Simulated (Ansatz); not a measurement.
Trial structure of La₃MgTe₂, not yet relaxed:

```xyz
6
Lattice="4.7176 0.0000 0.0000 -2.3588 4.0855 0.0000 0.0000 0.0000 9.1373" Properties=species:S:1:pos:R:3 pbc="T T T"
La    2.3588    0.0000    0.3269
La   -1.1794    2.0428    0.3269
La    1.1794    2.0428    0.3269
Mg    0.0000    0.0000    0.2564
Te    0.0000    0.0000    6.7963
Te    0.0000    0.0000    4.4953
```

All numbers below come from DFT PBE, scalar-relativistic, plane waves, PAW in Ansatz. Cutoff 420 eV; k points 6×6×2 on the computed 6-atom cell (Γ-centred); Gaussian smearing, width 0.10 eV; no spin polarisation.

Formation energies are uncorrected and refer to the elements' standard structures at the same level.

Question: Estimate its pressure, forces and energy as it stands.

Answer: The pressure is 58.7 GPa (the mean over three directions, positive in compression), the largest force is 8.14 eV/Å, and the energy is +4.38 eV/atom against the elements. The shortest distance is 2.30 Å.

Question: Is it a good guess?

Answer: A poor one: relaxing gains about 4.2 eV/atom (the start's value is from the coarse mesh, so the gain is rough) in 21 ionic steps and ends at +0.16 eV/atom on the finer mesh. The symmetry goes from P6mm (No. 183) to P6/mmm (No. 191). The volume per atom grows by 86.3 %, from 29.4 to 54.7 Å³. The shortest distance goes from 2.30 Å (Te–Te) to 2.54 Å (Mg–Te). Conventional cell: a = 6.490 Å, c = 8.993 Å. La has 2 Mg at 3.25 Å, 4 La at 3.25 Å and 4 Te at 4.12 Å; Mg is surrounded by 2 Te at 2.54 Å and 6 La at 3.25 Å; Te is surrounded by 1 Mg at 2.54 Å, 1 Te at 3.92 Å and 6 La at 4.12 Å.

The last run used a 6×6×4 mesh (in the run's order of axes) for its 6-atom cell and Gaussian smearing of 0.10 eV. No dispersion correction is applied, so the spacing and binding between layers, chains or molecules are poorly described. Spin–orbit coupling, which can matter for Te, is left out. An odd number of electrons in the primitive cell allows no gap without spin; a larger cell or a magnetic state could open one. The cell is a metal run without spin; a magnetic state may lie lower. The reference form of Te is held partly by dispersion forces, which this level lacks. The relaxation can't lower the symmetry of the start, and the grade says only how near the guess is to its own end. Symmetry constrained the relaxation, so the result can be a saddle point.
